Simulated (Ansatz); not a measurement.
Sc3In:
```cif
data_In2Sc6
_chemical_formula_sum 'Sc6 In2'
_space_group_name_H-M_alt 'P 1'
_space_group_IT_number 1
_cell_length_a 6.43647
_cell_length_b 6.43647
_cell_length_c 5.17660
_cell_angle_alpha 90.000
_cell_angle_beta 90.000
_cell_angle_gamma 120.000
loop_
_space_group_symop_operation_xyz
  'x, y, z'
loop_
_atom_site_label
_atom_site_type_symbol
_atom_site_fract_x
_atom_site_fract_y
_atom_site_fract_z
_atom_site_occupancy
Sc1 Sc 0.83133 0.16867 0.25000 1
Sc2 Sc 0.66267 0.83133 0.75000 1
Sc3 Sc 0.83133 0.66267 0.25000 1
Sc4 Sc 0.16867 0.83133 0.75000 1
Sc5 Sc 0.33733 0.16867 0.25000 1
Sc6 Sc 0.16867 0.33733 0.75000 1
In1 In 0.33333 0.66667 0.25000 1
In2 In 0.66667 0.33333 0.75000 1
```

Relaxed with r²SCAN.

**Question.** Tabulate the valence density and the electron localisation function along the shortest Sc–Sc contact (3.18 Å), r²SCAN (plane waves, PAW; program Ansatz).

**Answer.** 

| distance from Sc (Å) | density (e/Å³) | ELF |
|---|---|---|
| 0.32 | 6.64 | 0.42 |
| 0.48 | 4.89 | 0.70 |
| 0.64 | 2.71 | 0.75 |
| 0.79 | 1.15 | 0.60 |
| 0.95 | 0.43 | 0.27 |
| 1.11 | 0.20 | 0.09 |
| 1.27 | 0.14 | 0.09 |
| 1.43 | 0.12 | 0.15 |
| 1.59 | 0.11 | 0.20 |
| 1.75 | 0.12 | 0.15 |
| 1.91 | 0.14 | 0.09 |
| 2.07 | 0.20 | 0.09 |
| 2.23 | 0.43 | 0.27 |
| 2.38 | 1.15 | 0.60 |
| 2.54 | 2.71 | 0.75 |
| 2.70 | 4.89 | 0.70 |
| 2.86 | 6.64 | 0.42 |

The density is the valence pseudo-density with augmentation charge, so density and ELF within about 1 Å of a nucleus are not all-electron values.

Space group P6_3/mmc. The workflow started from an entry of the Crystallography Open Database (COD). Its standing as an ambient phase is unchecked. The r²SCAN relaxation kept the symmetry of its start; its stability against distortions is not shown here. No spin polarisation was allowed. Axis ratios of metals converge slowly with the k-mesh, so a and c are less sure than the volume.

Potentials: the later of the program's two PAW sets.
